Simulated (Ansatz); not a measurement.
Relaxed-ion elastic tensor of ZrW2 (cubic Laves (MgCu2 type), Fd-3m) in GPa (Voigt order), PBEsol (plane waves, PAW; program Ansatz); density 14.00 g/cm³, 18.14 Å³ per atom.

```
 330   175   175   0.0   0.0   0.0
 175   330   175   0.0   0.0   0.0
 175   175   330   0.0   0.0   0.0
 0.0   0.0   0.0  98.5   0.0   0.0
 0.0   0.0   0.0   0.0  98.5   0.0
 0.0   0.0   0.0   0.0   0.0  98.5
```

Is the crystal mechanically stable?

Yes: the smallest eigenvalue of C is 98.5 GPa.

Work out the Voigt, Reuss and Hill averages.

K_V = 227, K_R = 227, K_H = 227; G_V = 90.2, G_R = 88.9, G_H = 89.6 GPa.

Give Young's modulus, Poisson's ratio, Pugh's ratio and the universal anisotropy index.

E = 9KG/(3K + G) = 237 GPa; ν = 0.33; K/G = 2.53 (ductile by the Pugh limit of 1.75); A_U = 5G_V/G_R + K_V/K_R − 6 = 0.07.

Estimate the sound speeds and the Debye temperature.

v_l = √((K + 4G/3)/ρ) = 4970 m/s, v_t = √(G/ρ) = 2530 m/s, mean 2830 m/s; Θ = (h/k)(3n/4πV)^(1/3) v_m = 321 K.

Give the Zener ratio and Young's modulus along [100], [110] and [111].

A = 2C44/(C11 − C12) = 1.27; 1/E = S11 − 2(S11 − S12 − S44/2)Γ with Γ = 0, 1/4, 1/3 gives 209, 244, 258 GPa.

Solve the Christoffel equation for the three sound speeds along [100], [110], [111].

Eigenvalues of C_ijkl n_j n_l equal ρv². In km/s, slowest first: [100] 2.65, 2.65, 4.85; [110] 2.35, 2.65, 5.01; [111] 2.46, 2.46, 5.06.

The workflow started from an entry of the Crystallography Open Database (COD). Whether it is the stable phase at ambient conditions was not checked. The PBEsol relaxation kept the symmetry of its start; its stability against distortions is not shown here. The run is not spin-polarised. As this level gives no gap, shear constants depend on the k-mesh and smearing (Fermi–Dirac, 0.1 eV here). Spin–orbit coupling is left out wherever it is not named.

Potentials: the later of the program's two PAW sets.
